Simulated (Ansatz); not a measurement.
Ansatz input file:

```yaml
crystal:
  lattice:
    - [-2.5590814567, 2.5590814567, 2.5590814567]
    - [2.5590814567, -2.5590814567, 2.5590814567]
    - [2.5590814567, 2.5590814567, -2.5590814567]
  atoms:
    - { symbol: Ba, position: [0.0, 0.0, 0.0] }
basis:
  ecutwfc: 500
kpoints:
  mp_grid: { grid: [12, 12, 12] }
hamiltonian:
  xc: r2scan
scf:
  occupations: { method: gaussian, width: 0.1 }
output:
  forces: true
  stress: true
  eigenvalues: true
```

Launched with
```bash
ansatz run input.yaml --threads 1 --pin off --max-ram 2560MiB --backend cpu --events-out ev --progress --plain --runs-dir out
```

Computed with DFT r2SCAN, scalar-relativistic, plane waves, PAW in Ansatz 0.2.0.

Abridged output:

```
Pseudopotentials: kind: paw
Pseudopotential: Ba, paw, valence charge 10, recommended cutoff 500 eV (meta_gga)
Functional definition: r2SCAN
Crystal: 1 atom, lattice volume = 67.037 Å³
Basis set: ecut = 500 eV, 1721 PW (Γ), exchange–correlation on 144×144×144 points (64 copies of the dense FFT grid, shifted against one another)
Bands: 9, of which v1, the nominal top of the filled ones, is band 5 counted from 1 (4 counted from 0)
Symmetry: 48 space group operations
Space group: Im-3m (ITA 229), of the structure as read, at distance tolerance 4.1e-5 Å
k-points: 72 of 1728
Initial density: superposition of atomic densities (neutral atoms: chi_scale 0, normalization atom), corrected by the library's trained network
Initial wavefunctions: pseudopotential atomic-orbital guess
Functional: x = r2scan, c = r2scan; τ floored in thin density (d = 2e-4 eV/Å³)
SCF iter   1: F=—  HF=-5964.420687 eV  |F-HF|=—  |Δ(HF+E_count)|=         —  Δρ=2.84e-3  dr2=1.02e-2  dr2_τ=1.02e-3  ethr=1.77e-3  ⟨swp⟩=7.4  Hψ=6239  notcnv=0
SCF iter   2: F=—  HF=-5964.461900 eV  |F-HF|=—  |Δ(HF+E_count)|=   4.12e-2  Δρ=1.70e-3  dr2=3.97e-3  dr2_τ=1.47e-4  ethr=1.02e-4  ⟨swp⟩=2.1  Hψ=1804  notcnv=0  defer=1
SCF iter   3: F=—  HF=-5964.461058 eV  |F-HF|=—  |Δ(HF+E_count)|=   8.42e-4  Δρ=4.83e-4  dr2=3.75e-4  dr2_τ=1.28e-5  ethr=3.97e-5  ⟨swp⟩=2.2  Hψ=1213  notcnv=0  defer=1
SCF iter   4: F=—  HF=-5964.461217 eV  |F-HF|=—  |Δ(HF+E_count)|=   1.59e-4  Δρ=1.35e-4  dr2=1.85e-5  dr2_τ=2.90e-7  ethr=3.75e-6  ⟨swp⟩=2.3  Hψ=1019  notcnv=0  defer=1
SCF iter   5: F=—  HF=-5964.461216 eV  |F-HF|=—  |Δ(HF+E_count)|=   1.24e-6  Δρ=2.64e-5  dr2=5.50e-7  dr2_τ=4.97e-8  ethr=1.85e-7  ⟨swp⟩=2.3  Hψ=932  notcnv=0  defer=1
SCF iter   6: F=-5964.461216 eV  HF=-5964.461216 eV  |F-HF|=4.42e-8  |Δ(HF+E_count)|=   7.69e-7  Δρ=8.55e-6  dr2=5.92e-8  dr2_τ=1.26e-9  ethr=1.00e-9  ⟨swp⟩=7.0  Hψ=4198  notcnv=0
SCF 1 converged in 6 iterations: F = -5964.461216 eV  dr2 = 5.92e-8
SCF converged after 6 iterations
Free energy (F): -5964.461216 eV
Harris-Foulkes:  -5964.461216 eV  (|F-HF|=4.42e-8)
Internal energy: -5964.455673 eV  (E = F + TS)
E sigma→0 (E₀):  -5964.458445 eV
Entropy (-TS):   -0.005544 eV (-5.544 meV/atom)
Fermi energy:    5.442184 eV
--- Per-component energies (eV) ---
  E_band       = -95.459159
  E_kinetic    = 165.896366
  E_local      = -391.140785  (includes V_loc(G=0)·N_el)
  E_nonlocal   = 55.752799
  E_hartree    = 123.291233
  E_xc         = -154.825844
  E_vxc        = -144.459080  (∫ρ·V_xc dr)
  E_paw        = -5251.561566  (= ΣΔE_a)
  E_vpaw       = -35.280513  (= ΣTr[D̂ρ^β])
  E_aug_tail   = -0.000001  (compensation charges beyond the density's cutoff)
  E_vtau       = 7.190310  (kinetic-family band-sum trace: ∫τ·v_τ [+ j·A + Jᵃ·Aᵃ] dr)
  E_ewald      = -511.938291
  E_core_change = 0.070416  (= ΣΔE_core)
  E_smearing   = -0.005544  (= −TS)
--- Forces (eV/Å), atoms counted from 1 ---
  atom   1  Ba     0.00000000     0.00000000     0.00000000
--- Stress (GPa, compression-positive) ---
       -0.224082       0.000000       0.000000
        0.000000      -0.224082       0.000000
        0.000000       0.000000      -0.224082
  P = ⅓ Tr σ = -0.2241 GPa (-2.241 kbar)
--- Band table (eV; the first three rows and the last of 72) ---
  k-point 0: bands = ["-24.5487", "-9.1293", "-9.1293", "-9.1293", "2.6185", "7.5186", "7.5186", "7.5186", "8.7974"]
  k-point 1: bands = ["-24.5463", "-9.1570", "-9.1377", "-9.1296", "2.7453", "7.4011", "7.4398", "7.6387", "8.5970"]
  k-point 2: bands = ["-24.5397", "-9.2314", "-9.1603", "-9.1302", "3.1041", "7.1177", "7.1261", "7.9927", "8.4532"]
  k-point 71: bands = ["-24.4867", "-9.3938", "-9.3938", "-9.3938", "4.9265", "4.9265", "9.5670", "9.5670", "9.5670"]
```

The calculation finished and met its thresholds.

It took 4 s on 1 thread of Intel(R) Xeon(R) 6975P-C (Granite Rapids), with other jobs on the host, peak memory 0.59 GiB.